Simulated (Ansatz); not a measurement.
Formation energies in the Mo–Pt system, lowest calculated structure of each composition. Level of theory: PBEsol (plane waves to 420 eV, PAW, scalar-relativistic; Ansatz, a first-principles code). Element references, the lowest calculated here: Mo (Im-3m), Pt (Fm-3m).

```
phase  x(Pt)  space group  E_f (eV/atom)
-----  -----  -----------  -------------
Mo     0.000        Im-3m           0.00
MoPt   0.500         Pmma          -0.36
MoPt2  0.667         Immm          -0.40
Pt     1.000        Fm-3m           0.00
```

Question: Construct the convex hull: which compounds lie on it, and how far above it are the others?

Answer: On the hull: MoPt, MoPt2. 

Question: Work out the energy of MoPt2 against the hull of the other phases.

Answer: At x(Pt) = 0.667 the tie line joins MoPt and Pt; the lever rule gives atom fractions 0.67 and 0.33. The mixture has E_f = 0.67 × (-0.36) + 0.33 × (0.00) = -0.24 eV/atom, and MoPt2 has -0.40. So MoPt2 → MoPt + Pt costs 0.16 eV/atom: MoPt2 is stable against it.

Hull of the energies calculated here, no anion corrections, zero temperature, no zero-point energy; an uncalculated phase could lie lower. Values are rounded to 0.01 eV/atom. Spin-orbit coupling is missing from these energies, which matters for elements this heavy. The compounds carry no spin polarisation.
